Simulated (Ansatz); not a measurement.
The elements of this relaxed trial crystal are hidden behind letters.

```
lattice vectors (Å)
   5.6705    0.0000    0.0000
   0.0000    5.6705    0.0000
   0.0000    0.0000    5.6705
fractional positions
X 0.0000 0.5000 0.5000
X 0.5000 0.0000 0.5000
X 0.5000 0.5000 0.0000
Z 0.0000 0.0000 0.0000
Z 0.5000 0.5000 0.5000
Q 0.5000 0.0000 0.0000
Q 0.0000 0.5000 0.0000
Q 0.0000 0.0000 0.5000
```

Theory: DFT PBE, scalar-relativistic, plane waves, PAW (Ansatz). Plane waves to 420 eV, an 8×8×8 mesh through Γ for the 8-atom cell and 0.10 eV Gaussian smearing; no spin polarisation.

```
Space group                              : Pm-3m (No. 221)
Conventional cell                        : a = 5.671 Å
Volume per atom                          : 22.79 Å³
Density                                  : 4.79 g/cm³
Energy over the elements                 : −0.03 eV/atom
Gap on the 8×8×8 mesh of the 8-atom cell : 0 eV (a metal)
```

Energies are uncorrected and count from the elements' standard states at the same level.

Task: X is an s-block element of period 2, Z is a p-block element of period 4 and Q is a p-block element of period 5. Which elements are they?

Result: X = Li, Z = Ga, Q = Sb, so the formula is Li3Ga2Sb3. Density times volume gives a mean mass of 4.79 × 22.79/1.6605 = 65.7 u per atom, and this set has 65.7 u. Around Li lie 2 Ga at 2.84 Å and 4 Sb at 2.84 Å; Ga on its first site is surrounded by 6 Sb at 2.84 Å; around Sb lie 2 Ga at 2.84 Å and 4 Li at 2.84 Å; 1 more site not described. Other sets within the hints have nearly the same mass, so mass alone doesn't settle it; this one was computed.

Spin–orbit coupling, which can matter for Sb, is left out. A structure relaxed within its symmetry needn't be a true minimum.
